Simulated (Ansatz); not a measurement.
Starting cell, Ti3AlC2 (space group P6_3/mmc):

```yaml
crystal:
  lattice:
    - [3.02798, 0.00000, 0.00000]
    - [-1.51399, 2.62231, 0.00000]
    - [0.00000, 0.00000, 18.33287]
  atoms:
    - { symbol: Ti, position: [0.66667, 0.33333, 0.37292] }
    - { symbol: Ti, position: [0.33333, 0.66667, 0.62708] }
    - { symbol: Ti, position: [0.33333, 0.66667, 0.87292] }
    - { symbol: Ti, position: [0.66667, 0.33333, 0.12708] }
    - { symbol: Ti, position: [0.00000, 0.00000, 0.50000] }
    - { symbol: Ti, position: [0.00000, 0.00000, 0.00000] }
    - { symbol: Al, position: [0.00000, 0.00000, 0.75000] }
    - { symbol: Al, position: [0.00000, 0.00000, 0.25000] }
    - { symbol: C, position: [0.33333, 0.66667, 0.43069] }
    - { symbol: C, position: [0.66667, 0.33333, 0.56931] }
    - { symbol: C, position: [0.66667, 0.33333, 0.93069] }
    - { symbol: C, position: [0.33333, 0.66667, 0.06931] }
```

A phonon eigenvector at Γ is frozen into this cell: atom i moves by Q times the vector below, so Q is the largest atomic displacement, in Å. The cell is held. It is one choice among 2 degenerate patterns.

```tsv
atom	x	y	z
Ti1	0.000	-0.898	0.000
Ti2	0.000	-0.898	0.000
Ti3	0.000	0.898	0.000
Ti4	0.000	0.898	0.000
Ti5	0.000	-1.000	0.000
Ti6	0.000	1.000	0.000
C9	0.000	-0.935	0.000
C10	0.000	-0.935	0.000
C11	0.000	0.935	0.000
C12	0.000	0.935	0.000
```

Atoms not listed stay in place.

Computed with LDA (plane waves to 420 eV, PAW, scalar-relativistic; Ansatz, a program for electronic structure). k mesh 14×14×2 (Γ-centred), Fermi-Dirac smearing 0.05 eV. The energy includes the smearing's −TS. With partly filled bands, energies and forces of such displacements shift with the k mesh and the smearing. Ti3AlC2 is run without spin polarisation. Ti3AlC2 was relaxed with its symmetry unable to fall. ΔE is measured from the undisplaced structure. The last digit holds for this mesh only.

```json
[
 {"Q (Å)": "-0.180", "ΔE (meV/cell)": "102.7"},
 {"Q (Å)": "-0.150", "ΔE (meV/cell)": "71.5"},
 {"Q (Å)": "-0.120", "ΔE (meV/cell)": "45.8"},
 {"Q (Å)": "-0.090", "ΔE (meV/cell)": "25.8"},
 {"Q (Å)": "-0.060", "ΔE (meV/cell)": "withheld"},
 {"Q (Å)": "-0.030", "ΔE (meV/cell)": "2.9"},
 {"Q (Å)": "0.000", "ΔE (meV/cell)": "0.0"},
 {"Q (Å)": "0.030", "ΔE (meV/cell)": "2.9"},
 {"Q (Å)": "0.060", "ΔE (meV/cell)": "withheld"},
 {"Q (Å)": "0.090", "ΔE (meV/cell)": "25.8"},
 {"Q (Å)": "0.120", "ΔE (meV/cell)": "45.8"},
 {"Q (Å)": "0.150", "ΔE (meV/cell)": "71.5"},
 {"Q (Å)": "0.180", "ΔE (meV/cell)": "102.7"}
]
```

Q: Fit an even polynomial form (powers 2, 4) to the given rows and predict ΔE at Q = -0.060.

A: Least squares on the 11 given rows: ΔE = (3192)·Q² + (-663.7)·Q⁴, in meV/cell with Q in Å; root-mean-square residual 0.02 meV/cell. At -0.060 the fit gives 11.5 meV/cell; the calculation gives 11.5 meV/cell, the same to the digits shown. The quadratic term alone would give 11.5 meV/cell.

(For displaced atoms, the force is minus the slope of the energy, and its curvature is a force constant, which sets phonon frequencies.)
